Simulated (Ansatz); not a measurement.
TlPd3:
Space group I4/mmm (No. 139); a = b = 4.1746 Å, c = 7.5847 Å, α = β = γ = 90.00°

| atom | site | symmetry | x | y | z |
|---|---|---|---|---|---|
| Tl | 2a | 4/mmm | 0.0000 | 0.0000 | 0.0000 |
| Pd | 4d | -4m2 | 0.0000 | 0.5000 | 0.2500 |
| Pd | 2b | 4/mmm | 0.0000 | 0.0000 | 0.5000 |
(The calculation used a cell of 4 atoms; values per cell refer to that cell.)

Relaxed at zero pressure with plane-wave PAW r²SCAN (Ansatz code).

### Question
The volume is lowered by 6 % and shape and atoms relax at that volume. What pressure results, and how do the axes share the change?

### Answer
11.0 GPa; a -2.3 %, b -2.3 %, c -1.6 %; the energy rises by 32 meV/atom.

### Question
Give the new structure.

### Answer

Space group I4/mmm (No. 139); a = 4.080 Å, b = 4.080 Å, c = 7.463 Å, α = 90.00°, β = 90.00°, γ = 90.00°

| atom | site | symmetry | x | y | z |
|---|---|---|---|---|---|
| Tl | 2a | 4/mmm | 0.0000 | 0.0000 | 0.0000 |
| Pd | 4d | -4m2 | 0.0000 | 0.5000 | 0.2500 |
| Pd | 2b | 4/mmm | 0.0000 | 0.0000 | 0.5000 |

The phase is kept; no other phase was compared at this pressure.

The workflow started from an entry of the Crystallography Open Database (COD). Whether it is the stable phase at ambient conditions was not checked. The r²SCAN relaxation kept the symmetry of its start; its stability against distortions is not shown here. The run is not spin-polarised. Axis ratios of metals converge slowly with the k-mesh, so a and c are less sure than the volume. Scalar-relativistic: spin–orbit coupling is off unless named, which matters more the heavier the elements.

Potentials: the later of the program's two PAW sets.
